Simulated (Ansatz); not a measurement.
**Data sheet: BP (DFT)**

BP:
```
CELL_PARAMETERS angstrom
      6.23395     0.00000     0.00000
      0.00000     3.21735     0.00000
      0.00000     0.00000     5.36324
ATOMIC_POSITIONS crystal
  B  0.16259 0.25000 0.39970
  B  0.33741 0.75000 0.89970
  B  0.83741 0.75000 0.60030
  B  0.66259 0.25000 0.10030
  P  0.83849 0.25000 0.39237
  P  0.66151 0.75000 0.89237
  P  0.16151 0.75000 0.60763
  P  0.33849 0.25000 0.10763
```

Space group Pnma (No. 62); conventional cell a = 6.234 Å, b = 3.217 Å, c = 5.363 Å, α = β = γ = 90.00°.

Method: DFT-r²SCAN+D4 in the program Ansatz with PAW potentials. Structure relaxed to zero pressure with the same functional. Other levels are named where they apply.

Cell and energy:

```json
{
 "volume_per_atom": "13.45 Å³",
 "density": "2.58 g/cm³",
 "Formation energy from the elements (no fitted shifts)": "-0.19 eV/atom"
}
```

Electronic structure:

```json
{
  "band_gap": "0.80 eV (indirect)",
  "valence_band_maximum": "at Γ",
  "conduction_band_minimum": "at U (k = 0.500, 0.000, 0.500 in fractions of the reciprocal vectors)",
  "smallest_direct_gap_on_the_standard_path": "1.22 eV",
  "hole_effective_mass": "0.19, 0.49, 0.83 mₑ (principal values)",
  "HSE06 gap on the r²SCAN+D4 cell": "1.42 eV"
}
```

Mechanics:

```json
{
 "Bulk modulus (Birch–Murnaghan fit)": "1320 kbar",
 "Pressure derivative B′": "2.7",
 "Elastic constants (relaxed ions, GPa)": "C11 = 180, C22 = 325, C33 = 276, C12 = 59.8, C13 = 136, C23 = 32.8, C44 = 112, C55 = 117, C66 = 73.6",
 "mechanical_stability": "stable (all eigenvalues of C positive)",
 "hill_bulk_and_shear_moduli": "136 and 88.4 GPa",
 "Young's modulus": "218 GPa",
 "Poisson's ratio": "0.23",
 "debye_temperature_from_the_elastic_constants": "812 K"
}
```

Charges:

```json
{
  "bader_charges": "B +0.67, P -0.67 e"
}
```

The start of the workflow was typed in or built on a structure type; neither database checked (COD, Materials Project) lists it. It is not the phase usual at ambient conditions (space group No. 216). The r²SCAN+D4 relaxation kept the symmetry of its start; its stability against distortions is not shown here. The volume moved by 25 % from the start of the relaxation. The references are the lowest solids computed at this level, not always the standard phases.

Potentials: the earlier of the program's two PAW sets.
